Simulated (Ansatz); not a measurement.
## BiAu under compression and expansion

Space group Fm-3m (No. 225). a = 5.945 Å, b = 5.945 Å, c = 5.945 Å, α = 90.00°, β = 90.00°, γ = 90.00°
```tsv
atom	site	symmetry	x	y	z
Au	4a	m-3m	0.0000	0.0000	0.0000
Bi	4b	m-3m	0.5000	0.0000	0.0000
```

The runs use the primitive cell with vectors (0.000, 2.972, 2.972), (2.972, 0.000, 2.972), (2.972, 2.972, 0.000) Å, to which the k mesh refers.

The cell was built from the rocksalt type and relaxed in the same program, and has space group Fm-3m; it needn't be a known or the stable phase.

No spin–orbit coupling, which matters for the heavy atoms here.

All numbers are computed: DFT, PBE, all-electron LAPW, scalar-relativistic (Ansatz 0.2.0); DFT, PBE, PAW with Ansatz's default frozen-core files, scalar-relativistic (Ansatz 0.2.0).

For LAPW: a Γ-centred 12×12×12 k mesh, Fermi–Dirac smearing of 0.03 eV, basis error target 0.25 meV/atom, no spin polarisation. PAW takes a cutoff of 420 eV at this cell. The Ansatz runs share mesh, smearing and spin set-up. Plane-wave (PAW) pressures include the program's estimate of the Pulay term.

The cell above is scaled evenly, with fractional coordinates and shape held.

```json
{"V/V(cell)": "0.9405", "V (Å³/atom)": "24.700", "P, LAPW (GPa)": "5.15", "P, PAW (GPa)": "5.14", "free energy over the lowest listed, PAW (meV/atom)": "23.6"}
{"V/V(cell)": "0.9800", "V (Å³/atom)": "25.738", "P, LAPW (GPa)": "1.54", "P, PAW (GPa)": "1.53", "free energy over the lowest listed, PAW (meV/atom)": "2.5"}
{"V/V(cell)": "1.0000", "V (Å³/atom)": "26.263", "P, LAPW (GPa)": "0.02", "P, PAW (GPa)": "0.01", "free energy over the lowest listed, PAW (meV/atom)": "0.0"}
{"V/V(cell)": "1.0200", "V (Å³/atom)": "26.788", "P, LAPW (GPa)": "-1.32", "P, PAW (GPa)": "-1.33", "free energy over the lowest listed, PAW (meV/atom)": "2.2"}
{"V/V(cell)": "1.0600", "V (Å³/atom)": "27.839", "P, LAPW (GPa)": "-3.56", "P, PAW (GPa)": "-3.57", "free energy over the lowest listed, PAW (meV/atom)": "18.6"}
```

Question: What do Birch–Murnaghan fits to the pressures give?

Answer: LAPW: V0 = 26.27 Å³/atom, B0 = 71 GPa, B0′ = 5.1; PAW: V0 = 26.27 Å³/atom, B0 = 71 GPa, B0′ = 5.1.

PAW's V0 lies -0.02 % from the all-electron value and its B0 0.1 %. Symmetry fixes shape and coordinates here, so this is the relaxed modulus.
